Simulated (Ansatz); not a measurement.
## Trial structures of BaErB4: starts and ends

Computed with DFT PBE, scalar-relativistic, plane waves, PAW, and for the lanthanide a 4f-in-core norm-conserving potential (Ansatz 0.2.0). All cells share a 770 eV cutoff and Γ-centred k meshes spaced at most about 0.3 Å⁻¹ (about 0.25 or finer for metals, 2π included). No spin polarisation in the final relaxations.

Each guess was relaxed in cell and atoms at zero pressure, within the symmetry of its start. All energies are static (0 K, no zero-point motion). Coordination counts B atoms around Ba and Er (those within 1.25 times the shortest such distance or 1.15 times the sum of covalent radii, 1.27 where that leaves under three).

```
guess     made from  start group  V start (Å³/atom)  end group  V end (Å³/atom)  coordination at the end  gap on mesh (eV)  E over the lowest end (meV/atom)
    1   random cell         Cmmm               16.9     P6/mmm             13.4             Ba 12, Er 12                 0                                 0
    2  TmInCu4 type        F-43m               13.9          ?                ?                        ?                 ?                                 ?
    3   random cell       P4/mmm               15.1     P4/mmm             25.7               Ba 4, Er 8                 0                               876
    4  TmBeCu4 type          R3m               14.8        R3m             16.8              Ba 13, Er 6                 0                               569
```

Guess 2 as it starts:

```xyz
6
Lattice="0.0000 3.4639 3.4639 3.4639 0.0000 3.4639 3.4639 3.4639 0.0000" Properties=species:S:1:pos:R:3 pbc="T T T"
Ba    0.0000    0.0000    0.0000
Er    5.1958    5.1958    5.1958
B     4.3308    4.3308    2.5969
B     2.5969    4.3308    4.3308
B     2.5969    2.5969    2.5969
B     4.3308    2.5969    4.3308
```

Q: Predict the end of this guess and its energy over the lowest end.

A: It ends in space group F-43m (No. 216), with a = 7.092 Å, 14.9 Å³/atom and no gap; its coordination is Ba 12, Er 12. It lies 0.79 eV/atom over the lowest end, above guess 4 and below guess 3. Counting B atoms around Ba and Er, this end and the lowest (guess 1) both have Ba 12, Er 12. This end holds B–B units of three or more atoms (shortest 1.74 Å); the lowest (guess 1) holds B–B nets (shortest 1.89 Å).

```cif
data_structure
_symmetry_space_group_name_H-M 'P 1'
_symmetry_Int_Tables_number 1
_cell_length_a 5.0145
_cell_length_b 5.0145
_cell_length_c 5.0145
_cell_angle_alpha 60.000
_cell_angle_beta 60.000
_cell_angle_gamma 60.000
_cell_volume 89.16
loop_
_atom_site_label
_atom_site_type_symbol
_atom_site_fract_x
_atom_site_fract_y
_atom_site_fract_z
_atom_site_occupancy
Ba1 Ba 0.00000 0.00000 0.00000 1
Er1 Er 0.75000 0.75000 0.75000 1
B1 B 0.41325 0.76026 0.41325 1
B2 B 0.41325 0.41325 0.41325 1
B3 B 0.76026 0.41325 0.41325 1
B4 B 0.41325 0.41325 0.76026 1
```

Formation energies are uncorrected and refer to the elements' standard structures at the same level.

Q: Is the lowest end bound against the elements?

A: Yes: its formation energy is −0.14 eV/atom. Whether it is stable depends on the other phases of the system, which aren't compared here.

Cells relaxed within their symmetry can be saddle points. A lower structure may well exist outside this small set. Some structure types and database cells were kept out of the candidates from the start, so a known form may be missing.

The lanthanide is trivalent by construction, without f bands, f moments or other valences. The reference runs of the other elements, and any phases without the lanthanide, used 420 eV, which shifts energies against them by under 10 meV/atom. The lanthanide's reference is the lowest of its hcp, dhcp and fcc cells.
